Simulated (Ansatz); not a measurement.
Computed with DFT PBE, scalar-relativistic, plane waves, PAW in Ansatz. All cells share a 420 eV cutoff and Γ-centred k meshes spaced at most about 0.3 Å⁻¹ (about 0.25 or finer for metals, 2π included). No spin polarisation in the final relaxations.

These are static total energies at zero pressure.

Two relaxed structures of CdTeO4:

A.

```yaml
crystal:
  lattice:
    - [4.15043, 0.00000, 0.00000]
    - [-2.07521, 3.59437, 0.00000]
    - [0.00000, 0.00000, 7.27557]
  atoms:
    - { symbol: Cd, position: [0.00000, 0.00000, 0.50000] }
    - { symbol: Te, position: [0.00000, 0.00000, 0.00000] }
    - { symbol: O, position: [0.33333, 0.66667, 0.89735] }
    - { symbol: O, position: [0.66667, 0.33333, 0.89735] }
    - { symbol: O, position: [0.66667, 0.33333, 0.10265] }
    - { symbol: O, position: [0.33333, 0.66667, 0.10265] }
```

B.

```yaml
crystal:
  lattice:
    - [3.73381, 0.00000, 0.00000]
    - [-1.86690, 3.23357, 0.00000]
    - [0.00000, 0.00000, 5.93539]
  atoms:
    - { symbol: Cd, position: [0.00000, 0.00000, 0.00000] }
    - { symbol: Te, position: [0.00000, 0.00000, 0.50000] }
    - { symbol: O, position: [0.33333, 0.66667, 0.73094] }
    - { symbol: O, position: [0.33333, 0.66667, 0.26906] }
    - { symbol: O, position: [0.66667, 0.33333, 0.73094] }
    - { symbol: O, position: [0.66667, 0.33333, 0.26906] }
```

**Question.** Which is lower in energy, and by how much?

**Answer.** B is lower, by 122 meV/atom. A has space group P6/mmm (No. 191), 18.1 Å³/atom and no gap on its mesh; B has space group P6/mmm (No. 191), 11.9 Å³/atom and no gap. The shortest distance is 1.49 Å (O–O) in A and 2.16 Å (O–O) in B. A holds O–O pairs (shortest 1.49 Å, as in peroxide); in B the shortest O–O distance is 2.16 Å. The denser one is the lower, and pressure would at first widen the difference. Even the lower one lies +0.38 eV/atom against the reference forms of the elements (uncorrected), so neither is stable at this level. In A, Cd has 2 Te at 3.64 Å, 12 O at 3.75 Å and 6 Cd at 4.15 Å; Te has 12 O at 2.51 Å and 2 Cd at 3.64 Å; around O lie 1 O at 1.49 Å, 3 O at 2.40 Å, 3 Te at 2.51 Å, 3 O at 2.82 Å and 3 Cd at 3.75 Å. In B, around Cd lie 12 O at 2.68 Å and 2 Te at 2.97 Å; Te is surrounded by 12 O at 2.55 Å and 2 Cd at 2.97 Å; O is surrounded by 3 O at 2.16 Å, 3 Te at 2.55 Å and 3 Cd at 2.68 Å. Both come from invented guesses. A third cell relaxed alike, in P6/mmm, lies 0.66 eV/atom below the lower of the two.

Spin–orbit coupling, which can matter for Te, is left out. Cells relaxed within their symmetry can be saddle points.
